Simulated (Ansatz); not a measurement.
## P₂W: relaxed-ion elastic tensor

Computed with DFT LDA, scalar-relativistic, plane waves, PAW in Ansatz 0.2.0. Settings: 420 eV plane-wave cutoff, Γ-centred 12×12×8 mesh, Fermi-Dirac smearing of 0.15 eV. No spin polarisation.

Relaxed structure:
```yaml
crystal:
  lattice:
    - [1.56709, -5.54093, 0.00000]
    - [1.56709, 5.54093, 0.00000]
    - [0.00000, 0.00000, 4.93002]
  atoms:
    - { symbol: P, position: [0.57010, 0.42990, 0.11747] }
    - { symbol: P, position: [0.42990, 0.57010, 0.61747] }
    - { symbol: P, position: [0.70298, 0.29702, 0.79947] }
    - { symbol: P, position: [0.29702, 0.70298, 0.29947] }
    - { symbol: W, position: [0.90681, 0.09319, 0.00006] }
    - { symbol: W, position: [0.09319, 0.90681, 0.50006] }
```

In a metal, frequencies and elastic constants depend on the k mesh and the smearing, soft modes and shear constants most. Spin–orbit coupling is left out, which can shift energies with elements as heavy as these.

Task: Give the relaxed-ion elastic constants (GPa, Voigt order xx yy zz yz xz xy, on the axes of the cell above).

Result:
```
349.6 116.4 127.1   0.0   0.0   0.0
116.5 464.6 129.2   0.0   0.0   0.0
127.1 129.2 343.0   0.0   0.0   0.0
  0.0   0.0   0.0 166.5   0.0   0.0
  0.0   0.0   0.0   0.0 168.2   0.0
  0.0   0.0   0.0   0.0   0.0 139.5
```

Task: Is the crystal stable against homogeneous strain?

Result: Yes: the least eigenvalue of the tensor is 139.5 GPa.

Task: And the moduli of a polycrystal (Hill averages)?

Result: B = 210 GPa, G = 145 GPa, E = 354 GPa, ν = 0.22.